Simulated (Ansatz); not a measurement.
Single point in Ansatz 0.2.0 with PBE, no spin polarisation. Cutoff 420 eV, PAW datasets, 6×6×9 Γ-centred k mesh, fermi-dirac filling (width 0.1 eV).

Computed maps in the lattice plane spanned by a (left to right, 6.95 Å, 21 points from zero) and b (bottom to top, 6.95 Å, 21 points from zero), 120° apart, at height 0.000 along c. The fields are smooth PAW ones with compensation charges, not the true ones near nuclei.

Valence density. Digits on a logarithmic scale: 0 up to 0.03 e/Å³, each further digit a factor of 1.6, 9 from 1.3 e/Å³ up:
```
456999985544444445555
556999865554444556655
455776666665545799965
445555678876557999965
444456899986569999954
444568999986689999754
344579999976689997544
344689999865578865444
445689998655556655544
445678876544556666544
455666654444567887654
556655544445689998655
788654443446899998655
999754434457999997668
999754444568999986689
999544444568999865699
996544555567887655799
965455776666665545799
555569998655544445566
545699998554444444555
455999997544433444454
```

Question: The cell is MnNbSn. Which atoms lie within 0.2 Å of this plane, and where (fractions of a and b)?

Answer: Mn at (0.25, 0.00), Mn at (0.75, 0.75), Mn at (0.00, 0.25), Sn at (0.33, 0.67), Sn at (0.67, 0.33). The whole cell:
```
Nb Mn Sn
1.0
     6.95187    0.00000    0.00000
    -3.47593    6.02049    0.00000
     0.00000    0.00000    3.85967
Nb Mn Sn
3 3 3
Direct
  0.58200 0.00000 0.50000
  0.41800 0.41800 0.50000
  0.00000 0.58200 0.50000
  0.25200 0.00000 0.00000
  0.74800 0.74800 0.00000
  0.00000 0.25200 0.00000
  0.33330 0.66670 0.00000
  0.66670 0.33330 0.00000
  0.00000 0.00000 0.50000
```

Origin: a known structure type with other elements, at an estimated volume, so it need not be a known compound. Caveats: no spin polarisation, so a magnetic state may lie lower.
